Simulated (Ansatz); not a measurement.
TiO$_{2}$:
```xyz
12
Lattice="4.8045 0.0000 0.0000 0.0000 4.8668 0.0000 -0.8652 0.0000 4.9665" Properties=species:S:1:pos:R:3 pbc="T T T"
Ti     0.7126     2.1680     3.5491
Ti     3.2267     2.6987     1.4174
Ti     2.7941     4.6014     3.9007
Ti     1.1452     0.2653     1.0658
O      1.3111     3.6113     4.7841
O      2.6282     1.2555     0.1824
O      2.1956     1.1779     2.6656
O      1.7437     3.6888     2.3009
O      0.0001     1.5683     1.7500
O      3.9392     3.2985     3.2165
O      4.3717     4.0017     0.7333
O     -0.4324     0.8651     4.2332
```

Tensor components refer to the Cartesian frame of this cell.

Question: Give the high-frequency dielectric tensor and the Born effective charge tensors of the independent atoms from DFPT, plane-wave PAW r²SCAN (Ansatz code).

Answer: 
ε∞:
```
6.96  0.00  0.19
0.00  7.19  0.00
0.19  0.00  6.51
```
Z* of atom 1 (Ti), rows: field, columns: displacement, in e:
```
 5.68   0.50   0.10
 0.33   5.76  -0.03
 0.08  -0.41   4.94
```
Z* of atom 5 (O), rows: field, columns: displacement, in e:
```
-2.53  -0.58  -0.05
-0.53  -2.80  -0.52
 0.01  -0.33  -2.57
```
Z* of atom 9 (O), rows: field, columns: displacement, in e:
```
-3.15   1.48  -0.04
 1.79  -2.96  -0.82
-0.09  -0.82  -2.36
```

Static charges for comparison (Bader): Ti1 +2.34, O5 -1.21, O9 -1.13 e. Born charges measure polarisation by displacement and can exceed these by far.

Space group P2_1/c. The first step of the workflow began from a Materials Project structure, measured or hypothetical; the Crystallography Open Database files this formula in space group No. 14, but the cells were not matched. It is not the phase usual at ambient conditions (space group No. 61, 136, 141). The r²SCAN relaxation kept the symmetry of its start; of distortions, only those at the zone centre were tested. The run is not spin-polarised.

Potentials: the earlier of the program's two PAW sets.
